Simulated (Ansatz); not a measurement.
A geometry of ZrPbO$_{3}$ away from equilibrium: the start of the relaxation of a generated trial cell of ZrPbO3 in the GdFeO3 structure type. Level of theory: r2SCAN (plane waves to 500 eV, PAW, scalar-relativistic; Ansatz, a program for electronic structure). Γ-centred k-mesh 4×3×4 on the run's cell (coarser than for final values), Fermi–Dirac smearing 0.05 eV.

```xyz
20
Lattice="5.7513 0.0000 0.0000 0.0000 8.1151 0.0000 0.0000 0.0000 5.7321" Properties=species:S:1:pos:R:3:forces:R:3 pbc="T T T" free_energy=-71308.675 pressure_GPa=10.9
Pb     2.8049     2.0288     5.6840   -0.2046    0.0000    0.1295
Pb     5.6806     2.0288     2.9142   -0.2046    0.0000   -0.1295
Pb     2.9464     6.0863     0.0481    0.2046    0.0000   -0.1295
Pb     0.0707     6.0863     2.8179    0.2046    0.0000    0.1295
Zr     0.0000     0.0000     0.0000    0.0000    0.0000    0.0000
Zr     2.8757     4.0575     2.8661    0.0000    0.0000    0.0000
Zr     0.0000     4.0575     0.0000    0.0000    0.0000    0.0000
Zr     2.8757     0.0000     2.8661    0.0000    0.0000    0.0000
O      0.1800     2.0288     0.3359   -0.4541    0.0000    0.3591
O      3.0557     2.0288     2.5302   -0.4541    0.0000   -0.3591
O      5.5713     6.0863     5.3962    0.4541    0.0000   -0.3591
O      2.6956     6.0863     3.2020    0.4541    0.0000    0.3591
O      1.6564     4.3578     1.2209   -0.1335   -0.0699   -0.1329
O      4.5320     7.8148     1.6451   -0.1335    0.0699    0.1329
O      4.0949     0.3003     4.5112    0.1335   -0.0699    0.1329
O      1.2193     3.7573     4.0870    0.1335    0.0699   -0.1329
O      4.0949     3.7573     4.5112    0.1335    0.0699    0.1329
O      1.2193     0.3003     4.0870    0.1335   -0.0699   -0.1329
O      1.6564     7.8148     1.2209   -0.1335    0.0699   -0.1329
O      4.5320     4.3578     1.6451   -0.1335   -0.0699    0.1329
```

Positions in Å, forces in eV/Å, free energy of the cell in eV (comparable only within this code, potentials and settings). Largest force: 0.58 eV/Å, on O9, O10, O11, O12 (atoms numbered as listed); the geometry lies 0.03 eV/atom above the end of its relaxation.

No spin polarisation in the result.

The run could not lose the symmetry of its start.

The first start was generated by placing the elements on the sites of a structure type. Materials Project lists a structure of ZrPbO3 in the same space group, Pnma (No. 62); the sites were not compared with it, nor with measured phases.
